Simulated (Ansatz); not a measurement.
## Trial structures of Ir2Pt: starts and ends

Method: DFT PBE, scalar-relativistic, plane waves, PAW (Ansatz 0.2.0). All cells share a 420 eV cutoff and Γ-centred k meshes spaced at most about 0.3 Å⁻¹ (about 0.25 or finer for metals, 2π included). No spin polarisation in the final relaxations.

Each guess was relaxed in cell and atoms at zero pressure, within the symmetry of its start. Temperature and zero-point effects are left out. Coordination counts all near atoms (those within 1.25 times the shortest distance at each site; a plus sign parts nearer from farther groups).

```json
{"guess": "1", "made from": "EuSi2 type", "start group": "P6/mmm", "V start (Å³/atom)": "15.5", "end group": "P6/mmm", "V end (Å³/atom)": "15.3", "coordination at the end": "Ir 11, Pt 14", "gap on mesh (eV)": "0", "E over the lowest end (meV/atom)": "0"}
{"guess": "2", "made from": "Ga2Pt type", "start group": "Fm-3m", "V start (Å³/atom)": "14.4", "end group": "Fm-3m (fluorite)", "V end (Å³/atom)": "17.6", "coordination at the end": "Ir 4+6, Pt 8", "gap on mesh (eV)": "0", "E over the lowest end (meV/atom)": "434"}
{"guess": "3", "made from": "YPt2 type", "start group": "Fd-3m", "V start (Å³/atom)": "14.9", "end group": "Fd-3m (cubic Laves (C15))", "V end (Å³/atom)": "16.1", "coordination at the end": "Ir 6+6, Pt 16", "gap on mesh (eV)": "0", "E over the lowest end (meV/atom)": "337"}
{"guess": "4", "made from": "random cell", "start group": "P4/mmm", "V start (Å³/atom)": "16.2", "end group": "?", "V end (Å³/atom)": "?", "coordination at the end": "?", "gap on mesh (eV)": "?", "E over the lowest end (meV/atom)": "?"}
```

Guess 4 as it starts:

```
Ir Pt
1.0
     3.49838    0.00000    0.00000
     0.00000    3.49838    0.00000
     0.00000    0.00000    3.96028
Ir Pt
2 1
Direct
  0.50000 0.50000 0.22873
  0.50000 0.50000 0.77127
  0.00000 0.00000 0.00000
```

**Question.** Fill in the missing row: what does this guess relax into, and where does it rank?

**Answer.** It ends in space group P4/mmm (No. 123), with a = 2.710 Å, c = 6.485 Å, 15.9 Å³/atom and no gap. It lies 87 meV/atom over the lowest end, above guess 1 and below guess 3. Counting all near atoms, this end has Ir 1+8, Pt 12 and the lowest (guess 1) has Ir 11, Pt 14.

```
Ir Pt
1.0
     2.70959    0.00000    0.00000
     0.00000    2.70959    0.00000
     0.00000    0.00000    6.48546
Ir Pt
2 1
Direct
  0.50000 0.50000 0.31225
  0.50000 0.50000 0.68775
  0.00000 0.00000 0.00000
```

The zero of energy is the elements' standard structures at the same level; no fitted shifts are applied.

**Question.** Is the lowest end bound against the elements?

**Answer.** No: its formation energy is +0.31 eV/atom. The separate elements lie lower, so it is unstable against them.

These runs have no spin–orbit coupling, which can matter for Ir and Pt. With atoms moved at random, P6/mmm came back. Other cells relaxed within their symmetry can be saddle points. A lower structure may well exist outside this small set. Some candidate types were left out of the draw beforehand, so a known form may be missing.
